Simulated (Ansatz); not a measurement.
The start is a generated trial cell of TaN in the WC structure type. The cell and all atomic positions are relaxed at zero pressure with r2SCAN (plane waves to 500 eV, PAW, scalar-relativistic; Ansatz, an electronic-structure program). First-step values are on the input's coarse k-mesh.

Ansatz input (later rounds restart from its end on a renewed k-mesh):
Ansatz 0.2 input:
```yaml
crystal:
  lattice:
    - [2.8584853, 0, 0]
    - [-1.4292426, 2.4755209, 0]
    - [0, 0, 2.78974]
  atoms:
    - { symbol: Ta, position: [0, 0, 0] }
    - { symbol: N, position: [0.66666667, 0.33333333, 0.5] }
basis: { ecutwfc: 500, ecutrho_ratio: 4, xc_grid: 4, fft_grid_basis: typed }
kpoints: { mp_grid: { grid: [9, 9, 8] } }
hamiltonian:
  xc: r2scan
  dispersion: none
  pseudopotentials: { azcp: { folder: ./paw }, kind: paw }
scf: { occupations: { method: fermi_dirac, width: 0.05 } }
relax: { f_tol: 0.01, max_steps: 100, cell: { stress_tol: 0.02 } }
output: { forces: true, stress: true }
```

### Question
How large is the pressure on the unrelaxed cell, and of which sign?

### Answer
+38 GPa (positive: the cell is compressed).

### Question
How much energy is released per atom?

### Answer
0.10 eV/atom.

### Question
How do the shortest distances between atoms change?

### Answer
The closest pairs of elements (up to four, under 3.6 Å), start → end: N–Ta 2.16 → 2.23 Å; Ta–Ta 2.79 → 2.88 Å; N–N 2.79 → 2.88 Å.

### Question
What band gap does the relaxed structure have at this level?

### Answer
Zero (metallic).

### Question
What does it relax into? Give the structure.

### Answer

Space group P-6m2 (No. 187); a = b = 2.936 Å, c = 2.885 Å, α = β = 90.00°, γ = 120.00°

```tsv
atom	site	symmetry	x	y	z
Ta	1a	-6m2	0.0000	0.0000	0.0000
N	1f	-6m2	0.6667	0.3333	0.5000
```

The space group stays P-6m2 (No. 187) (the run could not lower it); the end is AFLOW prototype AB_hP2_187_d_a (B_h, as in WC), with 2 atoms in the primitive cell. Final values are on a 13×13×11 k-mesh of the relaxed cell. No spin polarisation in the result.

The run could not lose the symmetry of its start.

All atoms sit on sites fixed by symmetry, so only the cell could relax.

The first start was generated by placing the elements on the sites of a structure type. A measured structure of TaN has the same space group, P-6m2 (No. 187); the sites were not compared with it. Another known form has space group No. 225.
